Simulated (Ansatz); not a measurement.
CuV₂CO₂:
```cif
data_CCuO2V2
_chemical_formula_sum 'O2 V2 C1 Cu1'
_space_group_name_H-M_alt 'P 1'
_space_group_IT_number 1
_cell_length_a 2.87840
_cell_length_b 2.87840
_cell_length_c 7.74971
_cell_angle_alpha 90.000
_cell_angle_beta 90.000
_cell_angle_gamma 120.000
loop_
_space_group_symop_operation_xyz
  'x, y, z'
loop_
_atom_site_label
_atom_site_type_symbol
_atom_site_fract_x
_atom_site_fract_y
_atom_site_fract_z
_atom_site_occupancy
O1 O 0.33333 0.66667 0.69904 1
V1 V 0.66667 0.33333 0.85828 1
C1 C 0.00000 0.00000 0.00000 1
V2 V 0.33333 0.66667 0.14172 1
O2 O 0.66667 0.33333 0.30096 1
Cu1 Cu 0.00000 0.00000 0.50000 1
```

Relaxed with PBE+D3(BJ).

Decompose the optical modes at the zone centre into irreducible representations, and say which are infrared and Raman allowed.

Point group -3m: Γ_opt = 2A1g + 3A2u + 2Eg + 3Eu. Infrared: A2u, Eu. Raman: A1g, Eg.

Assign frequencies (DFPT, plane-wave PAW PBE+D3(BJ) (Ansatz code)).

Eu 83i, A2u 178, Eg 199, Eg 267, Eu 305, A1g 334, A2u 440, A1g 518, A2u 709, Eu 766 cm⁻¹.

Space group P-3m1. A made-up cell: these elements were put on the sites of a structure type; neither database checked (COD, Materials Project) lists it. Whether it is the stable phase at ambient conditions was not checked. The PBE+D3(BJ) relaxation kept the symmetry of its start. At this level the phase is dynamically unstable (imaginary phonons). The run is not spin-polarised. No Hubbard U is applied. Without spin polarisation and U, an open-shell compound can come out a false metal. As this level gives no gap, phonon frequencies hold no LO–TO term and depend on the k-mesh and smearing (Fermi–Dirac, 0.1 eV here).

Potentials: the later of the program's two PAW sets.
